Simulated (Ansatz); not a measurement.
The relaxed structure here is a generated cell of Hf3N4: the first start was made by placing the elements on the sites of a structure type, and the end was not matched to a known phase here, so it may be hypothetical.

A structure of Hf$_{3}$N$_{4}$ relaxed with PBEsol (plane waves to 420 eV, PAW, scalar-relativistic; Ansatz, a first-principles code); single points at other levels follow on the same geometry (Ansatz, PAW; HSE06 at 420 eV on a 6×6×8 k-mesh; no spin-orbit coupling). Space group Cm (No. 8).

Hf$_{3}$N$_{4}$ is modelled in the monoclinic space group Cm (No. 8), Pearson symbol mS14. Conventional cell: a = 6.1587 Å, b = 10.1938 Å, c = 3.6447 Å, α = γ = 90.00°, β = 120.78°. N1 on 4b is coordinated by 2 Hf at 2.081–2.154 Å and 2 Hf at 2.272–2.305 Å. N2 on 2a is surrounded by 3 Hf at 2.016–2.105 Å (trigonal planar). N3 on 2a is coordinated by 4 Hf at 1.991–2.093 Å. Hf1 on 2a has 3 N at 1.991–2.016 Å and 2 N at 2.305 Å. Hf2 on 4b is surrounded by 4 N at 2.081–2.154 Å and 1 N at 2.272 Å. (Neighbours: up to the widest gap in distance over summed covalent radii, below 1.35, at either atom; cation-cation and far metal-metal contacts left out.)
(The calculation used a cell of 7 atoms; values per cell refer to that cell.)

```tsv
level	gap (eV)	kind	conduction minimum
PBEsol	1.57	indirect	k = (0.1429, 0.1429, -0.2727)
HSE06	___	–	___
```

Problem. What belongs in the gaps?

Solution. 
- HSE06, gap (eV): 2.64
- HSE06, conduction minimum: k = (0.1429, 0.1429, -0.2727)

HSE06 gaps come from a coarse mesh plus a few chosen points, so they may be too large. No spin polarisation in the result.

It was reached from a disturbed copy of a Im-3m (No. 229) cell (AFLOW prototype A4B3_cI14_229_c_b (as in Pt3O4)), against which it lies -0.86 eV/atom.
